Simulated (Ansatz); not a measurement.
Relaxation of a relaxed Si2Ni cell, doubled along one cell vector, shaken by Gaussian noise of σ = 0.08 Å a coordinate; 12 atoms in the cell, which starts as P1 (No. 1), aP12; a = 2.6059 Å, b = 5.5330 Å, c = 11.2194 Å, α = β = γ = 90.00°. Computed with r2SCAN (plane waves to 500 eV, PAW, scalar-relativistic; Ansatz, an electronic-structure program). Γ-centred k-mesh 4×2×9 on the run's cell (coarser than for final values), Fermi–Dirac smearing 0.05 eV. This is the first round of the run. 

The optimiser's lines from the output (shortened; P is positive under compression):

```
relax step   1: F+E_penalty+E_count = -28494.22841791 eV  Δ(F+E_penalty+E_count) = +0.000e0 eV  max|allowed force component| = 3.041e0 eV/Å  Δτ_max = 0.0000 Å  P = +2.473 GPa  Ω = 161.769 Å³  (16 SCF iters, dr2 threshold 1.00e-7 eV, accepted)
relax step   2: F+E_penalty+E_count = -28495.17315523 eV  Δ(F+E_penalty+E_count) = -9.447e-1 eV  max|allowed force component| = 1.277e0 eV/Å  Δτ_max = 0.1009 Å  P = -0.208 GPa  Ω = 162.240 Å³  (14 SCF iters, dr2 threshold 1.20e-6 eV, accepted)
relax step   3: F+E_penalty+E_count = -28495.59319771 eV  Δ(F+E_penalty+E_count) = -4.200e-1 eV  max|allowed force component| = 3.126e-2 eV/Å  Δτ_max = 0.1207 Å  P = +0.096 GPa  Ω = 161.712 Å³  (13 SCF iters, dr2 threshold 1.20e-6 eV, accepted)
relax step   4: F+E_penalty+E_count = -28495.59488382 eV  Δ(F+E_penalty+E_count) = -1.686e-3 eV  max|allowed force component| = 1.228e-2 eV/Å  Δτ_max = 0.0502 Å  P = -0.096 GPa  Ω = 161.704 Å³  (10 SCF iters, dr2 threshold 9.57e-7 eV, accepted)
relax step   5: F+E_penalty+E_count = -28495.59777186 eV  Δ(F+E_penalty+E_count) = -2.888e-3 eV  max|allowed force component| = 1.314e-2 eV/Å  Δτ_max = 0.0065 Å  P = +0.005 GPa  Ω = 161.739 Å³  (7 SCF iters, dr2 threshold 1.20e-6 eV, accepted)
relax step   6: F+E_penalty+E_count = -28495.59801862 eV  Δ(F+E_penalty+E_count) = -2.468e-4 eV  max|allowed force component| = 1.391e-2 eV/Å  Δτ_max = 0.0093 Å  P = +0.013 GPa  Ω = 161.760 Å³  (8 SCF iters, dr2 threshold 2.36e-8 eV, accepted)
relax step   7: F+E_penalty+E_count = -28495.59817635 eV  Δ(F+E_penalty+E_count) = -1.577e-4 eV  max|allowed force component| = 1.391e-3 eV/Å  Δτ_max = 0.0132 Å  P = +0.002 GPa  Ω = 161.769 Å³  (9 SCF iters, dr2 threshold 1.21e-8 eV, accepted)
relax step   8: F+E_penalty+E_count = -28495.59816262 eV  Δ(F+E_penalty+E_count) = +1.373e-5 eV  max|allowed force component| = 1.403e-3 eV/Å  Δτ_max = 0.0000 Å  P = +0.007 GPa  Ω = 161.769 Å³  stress off target by 1.35e-2 GPa  SCF on the basis re-selected at this cell (its energy is not comparable with the rows above)  (8 SCF iters)
```

From the first to the last row the energy changes by -0.11 eV/atom and the volume by 0.0 %. The last row is marked as not comparable with the walk above it, whose basis was carried along; it does compare with step 1, since both stand on a basis selected at the nominal cutoff for their own cell.

Later rounds, restarted from the end of this one on a renewed k-mesh, logged 7 more steps and released under 0.01 eV/atom more. The final structure after all rounds: Pnnm (No. 58), oP6; a = 5.5332 Å, b = 5.6097 Å, c = 2.6058 Å, α = 90.00°, β = 90.00°, γ = 90.00°. No spin polarisation in the result. A magnetic state may lie lower.

The relaxed structure here is a generated cell of Si2Ni: the first start was made by placing the elements on the sites of a structure type, and the end was not matched to a known phase here, so it may be hypothetical. Known forms of Si2Ni include space group No. 225.
